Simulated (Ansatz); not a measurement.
The cell below belongs to a search over invented structures; it isn't taken from experiment.

Input and command of a plane-wave DFT calculation in Ansatz:

```yaml
crystal:
  lattice:
    - [4.03507563, 0.0, 0.0]
    - [0.0, 4.03507563, 0.0]
    - [0.0, 0.0, 9.88116804]
  atoms:
    - { symbol: Nb, position: [0.5, 0.0, 0.76449507] }
    - { symbol: Nb, position: [0.0, 0.5, 0.23550493] }
    - { symbol: Pd, position: [0.5, 0.5, 0.5] }
    - { symbol: Se, position: [0.5, 0.0, 0.32800618] }
    - { symbol: Se, position: [0.0, 0.5, 0.67199382] }
    - { symbol: Se, position: [0.5, 0.5, 0.0] }
    - { symbol: Se, position: [0.0, 0.0, 0.0] }
basis:
  ecutwfc: 420
kpoints:
  mp_grid: { grid: [3, 3, 2] }
hamiltonian:
  xc: pbe
scf:
  occupations: { method: gaussian, width: 0.15 }
  lower_state_search: "off"
output:
  forces: true
  stress: true
  eigenvalues: true
relax:
  adjacent_minimum: "off"
  f_tol: 0.08
  max_steps: 16
  cell: { stress_tol: 0.8 }
```

```bash
ansatz run input.yaml --threads 1 --pin off --max-ram 2560MiB --backend cpu --events-out ev --progress --plain --runs-dir out
```

Processor: AMD EPYC (Zen 3), 1 thread, on a host shared with other jobs.

**Question.** How long does it run, and how much memory does it take?

**Answer.** About 74 s, peak memory 0.45 GiB. It solves 65 bands at 6 k points (after reduction by symmetry) with about 2651 plane waves (on the last cell), in 56 SCF iterations over 8 ionic steps.
